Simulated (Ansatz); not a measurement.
A trial structure of K2Nb2O was built thus: random cell by space group and Wyckoff sites (P6mm, No. 183). Its size is a rough estimate.

```
CELL_PARAMETERS angstrom
4.67505 0.00000 0.00000
-2.33753 4.04872 0.00000
0.00000 0.00000 6.51094
ATOMIC_POSITIONS crystal
K 0.33333 0.66667 0.08642
K 0.66667 0.33333 0.08642
Nb 0.33333 0.66667 0.53547
Nb 0.66667 0.33333 0.53547
O 0.00000 0.00000 0.43045
```

These are results of Ansatz 0.2.0, DFT PBE, scalar-relativistic, plane waves, PAW, not measurements. Cutoff 420 eV, Gaussian smearing, Γ-centred meshes. Cell and atoms relax first on a coarse mesh and then on a finer one. In between, the cell is made exact in the group found at 0.06 Å. In metals the finer mesh still leaves noise of several meV/atom or more. The steps can't lower the symmetry of their start. Collinear spin is switched on along the way, since trial moments persisted in a coarse test.

A guess keeps its type if space group and coordination stay and the shape of the cell changes little (axis ratios within about 15 %, angles within 6°); the volume may change.

Task: Does this structure survive the relaxation?

Result: It doesn't keep its type. The symmetry stays P6mm (No. 183). The volume per atom grows by 8.3 %, from 24.6 to 26.7 Å³. The shortest distance goes from 2.70 Å (K–K and Nb–Nb) to 2.62 Å (K–K and Nb–Nb). The ratio c/a of the conventional cell changes by a factor of 1.18. Counting neighbours within 15 % of an atom's shortest distance, the start has K 4, Nb 7, O 6 and the end K 6, Nb 3, O 6. In detail, at the end K is surrounded by 3 K at 2.62 Å, 3 O at 2.68 Å and 2 Nb at 3.63–3.84 Å; around Nb lie 3 Nb at 2.62 Å and 2 K at 3.63–3.84 Å; O is surrounded by 6 K at 2.68 Å.

```
K Nb O
1.0
     4.54101    0.00000    0.00000
    -2.27051    3.93263    0.00000
     0.00000    0.00000    7.47254
K Nb O
2 2 1
Cartesian
  0.0000 2.6218 0.9431
  2.2705 1.3109 0.9431
  0.0000 2.6218 4.5725
  2.2705 1.3109 4.5725
  0.0000 0.0000 1.4797
```

Formation energies are uncorrected and refer to the elements' standard structures at the same level (O₂ as a molecule).

Task: At what energy does it end?

Result: +1.07 eV/atom. A positive value: parting into the elements would lower its energy.

The last run used collinear spin, a 12×12×6 mesh (in the run's order of axes) for its 5-atom cell and Gaussian smearing of 0.10 eV. The magnetic state reached may not be the lowest. Symmetry constrained the relaxation, so the result can be a saddle point. Another cell of K2Nb2O relaxed alike but without spin, in P-3m1, lies 1.16 eV/atom lower, so this cell isn't the stable form at this level.
